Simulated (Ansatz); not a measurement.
## Mechanical response of Pd (Fm-3m)

```yaml
crystal:
  lattice:
    - [0.00000, 1.93860, 1.93860]
    - [1.93860, 0.00000, 1.93860]
    - [1.93860, 1.93860, 0.00000]
  atoms:
    - { symbol: Pd, position: [0.00000, 0.00000, 0.00000] }
```

The conventional cell has a = 3.877 Å, b = 3.877 Å, c = 3.877 Å, α = 90.00°, β = 90.00°, γ = 90.00°. Around Pd (atom 1) lie 12 Pd at 2.74 Å.

Unless marked otherwise, the numbers come from PBEsol, all-electron LAPW in Ansatz 0.2.0, scalar-relativistic. k mesh 22×22×22, Fermi-Dirac smearing of 0.080 eV, basis error target 1 meV/atom. The cell was relaxed by PAW under this functional.

The cell is cubic and carries a residual pressure of -0.04 GPa at this level. Each strain component that symmetry leaves independent is applied at ±0.005, the ions relax wherever a strain frees them, and the stress (tension positive, GPa) is read. Shears are engineering strains, γ = 2ε.

```json
{"strain": "xx", "size": "-0.005", "σxx": "-1.1955", "σyy": "-0.8884", "σzz": "-0.8884", "σyz": "0.0000", "σxz": "0.0000", "σxy": "0.0000"}
{"strain": "xx", "size": "+0.005", "σxx": "1.2451", "σyy": "0.9400", "σzz": "0.9400", "σyz": "0.0000", "σxz": "0.0000", "σxy": "0.0000"}
{"strain": "yz", "size": "-0.005", "σxx": "0.0456", "σyy": "0.0346", "σzz": "0.0346", "σyz": "-0.4109", "σxz": "0.0000", "σxy": "0.0000"}
{"strain": "yz", "size": "+0.005", "σxx": "0.0456", "σyy": "0.0346", "σzz": "0.0346", "σyz": "0.4110", "σxz": "0.0000", "σxy": "0.0000"}
```

A central difference gives one constant, for example C11 ≈ (1.2451 − (-1.1955))/(0.01) = 244.1 GPa; the program then imposes the crystal's symmetry on the whole matrix.

**Question.** What are the independent elastic constants?

**Answer.** C11 = 244.1, C12 = 182.8, C44 = 82.2 GPa.

**Question.** Do they meet the Born conditions?

**Answer.** C11 − C12 = 61.2, C11 + 2C12 = 609.7 and C44 = 82.2 GPa must all be positive, so the crystal is elastically stable; that says nothing yet of its phonons.

**Question.** What moduli does a random aggregate of grains have?

**Answer.** B = (C11 + 2C12)/3 = 203.2 GPa. G_V = (C11 − C12 + 3C44)/5 = 61.6 and G_R = 5(C11 − C12)C44/(4C44 + 3(C11 − C12)) = 49.1, so G_H = 55.3 GPa. Then E = 9BG/(3B + G) = 152.2 GPa, ν = (3B − 2G)/(6B + 2G) = 0.375 and B/G = 3.67, on the ductile side of Pugh's 1.75 (a rule of thumb).

**Question.** With the density of 12.128 g/cm³, how fast does sound travel, and what Debye temperature follows?

**Answer.** 

| direction | slow (m/s) | middle (m/s) | fast (m/s) |
| --- | --- | --- | --- |
| [100] | 2603 | 2603 | 4486 |
| [110] | 1589 | 2603 | 4937 |
| [111] | 1985 | 1985 | 5079 |

The mean of v⁻³ over directions and branches gives v_m = 2380 m/s and θ_D = (ħ/k_B) v_m (6π²n)^(1/3) = 290 K, n being atoms per volume. Young's modulus spans 87 to 217 GPa over directions, and the universal anisotropy index is 1.27.

**Question.** How far do the constants move if PAW replaces LAPW in the same cell?

**Answer.** 

| constant | LAPW (GPa) | PAW (GPa) | difference |
| --- | --- | --- | --- |
| C11 | 244.1 | 243.6 | -0.5 |
| C12 | 182.8 | 182.7 | -0.1 |
| C44 | 82.2 | 82.4 | 0.2 |

Keep in mind: responses of metals move with mesh and smearing; the frozen-core PAW files of the compared runs were fitted under PBE, their cores solved anew for this functional.
